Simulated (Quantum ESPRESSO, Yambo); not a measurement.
MoCl$_{6}$ (space group P-31m, No. 162). The geometry is that of Materials Project entry mp-1221436, symmetrised and not relaxed again. Chain: norm-conserving LDA (Quantum ESPRESSO, 80 Ry, no spin-orbit coupling); G0W0 in Yambo (3×3×2 Γ-centred k mesh, bands 2 to 197 and a 6 Ry block in the screening, 197 bands in G with the Bruneval-Gonze terminator, plasmon pole fitted at 27.2 eV); BSE (3×3×4 mesh, 18 valence and 6 conduction bands, static screening with 96 bands and a 3 Ry block, scissor 1.57 eV, Tamm-Dancoff).

```yaml
LDA gap (dense path): 0.94 eV
LDA gap K → Γ on the GW mesh: 0.94 eV
LDA smallest direct gap on the GW mesh, at Γ: 1.08 eV
G0W0 direct gap at that point: 2.66 eV
G0W0 correction to the gap K → Γ: 1.59 eV
direct gap on the BSE mesh, with the scissor: 2.66 eV
first BSE state allowed for light along x: 2.22 eV
lowest BSE state: 1.86 eV
binding_of_the_lowest_exciton: 0.80 eV
```

Rough cost of the Yambo steps against G0W0 for 8 states: BSE within a factor of two.

Nearest settings tried, and what they do to the gap: 129 bands in G: +11 meV; 95 bands in W: +35 meV; 3×3×1 mesh: +70 meV. Not varied: block. So the settings aren't converged at that level. The BSE states are vertical excitations (zero momentum); the indirect quasiparticle gap, about 2.54 eV, is smaller than the direct one (2.66 eV on the GW mesh). Convergence of the binding with the mesh was not shown. Axes are Cartesian, with cell vectors (Å) (6.17, 0.00, 0.00), (-3.09, 5.35, 0.00), (0.00, 0.00, 5.67).

Spin-orbit splittings are left out.

The structure is a Materials Project entry; no match was found in the copy of COD used, and its stability was not checked.
